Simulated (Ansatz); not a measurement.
Values for one crystal, relaxed and computed with LDA in the plane-wave PAW code Ansatz; other levels are named.

- Volume per atom: 14.16 Å³
- Electronic character: metallic (no gap)
- Pressure derivative B′: 4.9
- Density of states at the Fermi level: 0.46 states/eV per atom (mean over ±0.08 eV)
- Highest zone-centre frequency: 47.76 THz
- Formation energy from the elements (no fitted shifts): -0.81 eV/atom
- Zone-centre stability: no imaginary mode at Γ

Question: Which compound is it?
A) Zr2N, anti-rutile
B) TaN, P-6m2 (Ta on 1b, N on 1e)
C) MnN, zinc blende
D) SrN2, MoSi2 or CaC2 type

Answer: D, SrN2, MoSi2 or CaC2 type

Space group I4/mmm (MoSi2 or CaC2 type). The first step of the workflow began from a Materials Project structure, measured or hypothetical; the Crystallography Open Database copy checked does not list it. Whether it is the stable phase at ambient conditions was not checked. The cell was relaxed with LDA under the symmetry of its start. As this level gives no gap, phonon frequencies hold no LO–TO term and depend on the k-mesh and smearing (Fermi–Dirac, 0.1 eV here). The references are the lowest solids computed at this level, not always the standard phases (solids in place of the gases). Spin–orbit coupling is left out wherever it is not named.

Potentials: the later of the program's two PAW sets.
